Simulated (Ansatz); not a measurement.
MgO:
```
MgO
1.0
    5.51074     0.00000     0.00000
    0.00000     5.51074     0.00000
    0.00000     0.00000     3.27642
Mg O
4 4
Direct
  0.32053   0.67947   0.00000
  0.67947   0.32053   0.00000
  0.82053   0.82053   0.50000
  0.17947   0.17947   0.50000
  0.31657   0.31657   0.00000
  0.68343   0.68343   0.00000
  0.18343   0.81657   0.50000
  0.81657   0.18343   0.50000
```

Relaxed with PBEsol. Special points in fractions of this cell's reciprocal vectors: Γ (0.000, 0.000, 0.000); X (0.000, 0.500, 0.000); M (0.500, 0.500, 0.000); Z (0.000, 0.000, 0.500); R (0.000, 0.500, 0.500); A (0.500, 0.500, 0.500).

Problem. List the band energies nearest the valence-band maximum at these points for DFT-PBEsol in the program Ansatz with PAW potentials.

Solution. In eV from the valence-band maximum; about four levels below and three above (degenerate sets whole), none deeper than 8.9 eV; points with the same levels are listed once.

```csv
k,below,above
Γ,-0.33 -0.04 -0.04 -0.02,3.36 8.21 8.36
X,-0.33 -0.33 -0.28 -0.28,5.53 5.53 7.96 7.96
M,-0.44 -0.44 -0.37 -0.37,6.54 6.54 6.67 6.67
Z,-0.79 -0.79 -0.51 -0.51,7.70 7.70 8.77 8.77
R,-0.60 -0.60 -0.20 -0.20,7.88 7.88 7.98 7.98
A,-0.53 -0.53 -0.43 -0.43,7.05 7.05 7.80 7.80
```

Space group P4_2/mnm. The start of the workflow was typed in or built on a structure type; neither database checked (COD, Materials Project) lists it. It is not the phase usual at ambient conditions (space group No. 225). The PBEsol relaxation kept the symmetry of its start; its stability against distortions is not shown here.

Potentials: the earlier of the program's two PAW sets. The files were generated under PBE; for other functionals the program regenerates the frozen cores, and for LDA and PBEsol the local potential too.
